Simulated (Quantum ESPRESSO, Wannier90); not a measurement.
## SnO (Pmn2₁): Wannier90 run

Materials Project entry mp-545552; symmetrised, unrelaxed at this level. Not found in the COD (Crystallography Open Database) copy used, which has the formula in other groups; not checked further. Level: PBEsol, no spin polarisation, no spin-orbit coupling; pw.x of Quantum ESPRESSO at 68 Ry with PseudoDojo potentials, 10×6×8 k-points, Wannier90. Density: 10×6×8 mesh, cold smearing 0.01 Ry. The cell is built of weakly bound layers, chains or molecules, whose nearest atoms lie 3.86 Å apart. Database cells relaxed without dispersion often hold them too far apart, which can enlarge gaps and weakens couplings between them; spacing and stacking were not compared with the measured crystal. Spin-orbit coupling is left out although heavy elements are present.

```
begin unit_cell_cart
ang
    3.3550000000    0.0000000000    0.0000000000
    0.0000000000    5.6741000000    0.0000000000
    0.0000000000    0.0000000000    4.2219700000
end unit_cell_cart
mp_grid = 10 6 8
```

Neighbour vectors b of the finite-difference formula (Å⁻¹), by shell:

```tsv
shell	b_x	b_y	b_z
1	0.00000	0.18456	0.00000
1	0.00000	-0.18456	0.00000
2	0.00000	0.00000	0.18603
2	0.00000	0.00000	-0.18603
3	0.18728	0.00000	0.00000
3	-0.18728	0.00000	0.00000
```

Problem. Find the weights w_b from the completeness condition Σ_b w_b b_α b_β = δ_αβ.

Solution. Shell 1: Σ b_x² = 0.000, Σ b_y² = 0.068, Σ b_z² = 0.000 Å⁻²
Shell 2: Σ b_x² = 0.000, Σ b_y² = 0.000, Σ b_z² = 0.069 Å⁻²
Shell 3: Σ b_x² = 0.070, Σ b_y² = 0.000, Σ b_z² = 0.000 Å⁻²
Each of the three diagonal sums, weighted, has to give 1 and the off-diagonal ones 0, which holds for w_1 = 14.7 Å², w_2 = 14.4 Å², w_3 = 14.3 Å². Check on xx: 14.68×0.000 + 14.45×0.000 + 14.26×0.070 = 1.00.

On this mesh the 10 functions of bands 11-20 (valence bands; start: SCDM (isolated), conv_tol = 1.0e-6) end with spreads 1.1550, 1.1553, 1.0381, 1.0385, 1.1561, 1.1567, 1.1634, 1.1640, 2.4631, 2.4632 Å², Ω_I = 12.7780 Å² and Ω_D = 0.0271 Å².

Ω_total is the sum of the spreads, 13.953 Å². Ω_OD = Ω_total − Ω_I − Ω_D = 1.148 Å². Only (Ω_D + Ω_OD)/Ω_total = 8.4 % depends on the gauge, and another start could lower the total by that share at most. The rms radius is √(Ω_total/10) = 1.18 Å.
